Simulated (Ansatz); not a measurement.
# Nb$_{3}$Pb, a database entry at a rescaled volume

```
CELL_PARAMETERS angstrom
5.37924 0.00000 0.00000
0.00000 5.37924 0.00000
0.00000 0.00000 5.37924
ATOMIC_POSITIONS crystal
Pb 0.00000 0.00000 0.00000
Pb 0.50000 0.50000 0.50000
Nb 0.25000 0.00000 0.50000
Nb 0.50000 0.75000 0.00000
Nb 0.75000 0.00000 0.50000
Nb 0.50000 0.25000 0.00000
Nb 0.00000 0.50000 0.75000
Nb 0.00000 0.50000 0.25000
```

Level: r2SCAN, no spin polarisation; 500 eV; 6×6×6 Γ-centred mesh; fermi-dirac occupations (width 0.1 eV); Ansatz 0.2.0, fixed geometry.

Stress: The pressure is -2.4 GPa (compression positive), so with the atoms held at these fractions the cell would first shrink.
Formation energy: 0.02 eV an atom against the elements' usual phases (free molecules for gases, crystals otherwise, with no correction for O₂ or N₂), too near zero to call. Relaxing would lower it.
Charges: Bader charges in e: Nb +0.34, Pb -1.01. In the mean Nb gives up most and Pb takes most.
Electronic structure: It is a metal, with about 9.7 states/eV a cell as the mean within 0.25 eV of the Fermi level, mostly Nb d (85 %).
Contacts: Nb–Nb at 2.69 Å: least valence density 0.42 e/Å³ and ELF 0.34 there. Pb–Nb at 3.01 Å: least valence density 0.22 e/Å³ and ELF 0.14 there. Both are smooth PAW fields, read partly inside the augmentation spheres.

Origin: a database entry at a rescaled volume. Caveats: many states at the Fermi level without spin polarisation, so a magnetic state may lie lower.
